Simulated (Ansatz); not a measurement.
## Al3Ni5: energy along a strain

Al3Ni5, Cmmm, a = 6.582 Å, b = 7.392 Å, c = 3.728 Å. The structure is a Materials Project entry; whether it is the stable form wasn't checked. Ansatz: r2SCAN, PAW, 500 eV, Γ-centred 8×8×10 mesh on 8 atoms, Gaussian smearing 0.15 eV; no spin polarisation. Cell vectors (Å): 3.291 -3.696 0.000; 3.291 3.696 0.000; 0.000 0.000 3.728. The cell is strained by x per cent times the pattern (0 1 0 0 0 0) in the order xx yy zz yz xz xy (engineering shears), with fractional coordinates held. y is the free energy over the start, V0 = 11.338 Å³/atom.

| x (%) | y (meV/atom) |
| --- | --- |
| -6.00 | 38.89 |
| -4.50 | 21.49 |
| -3.00 | 9.42 |
| 0.00 | 0.00 |
| 1.50 | ? |
| 4.50 | 18.22 |
| 6.00 | 31.74 |

Fit y = c1 x + c2 x² + c3 x³ to the other rows, get the stiffness along the pattern, and predict the missing energy.

Least squares on the rows shown. y = −0.064499 x + 0.98086 x² − 0.014759 x³. The clamped-ion stiffness p·C·p = 2 × 9.809 eV × 160.2 / 11.338 Å³ = 277 GPa, which is C22 in these axes; c1 is there for the stress left in the start, which by itself gives a slope of -0.07 meV/atom per %. At x = 1.50 the fit asked for gives 2.06 meV/atom. The run gave 2.05 meV/atom, so the fit is 0.01 meV/atom too high, within twice the rms miss on the fitted rows (0.005 meV/atom).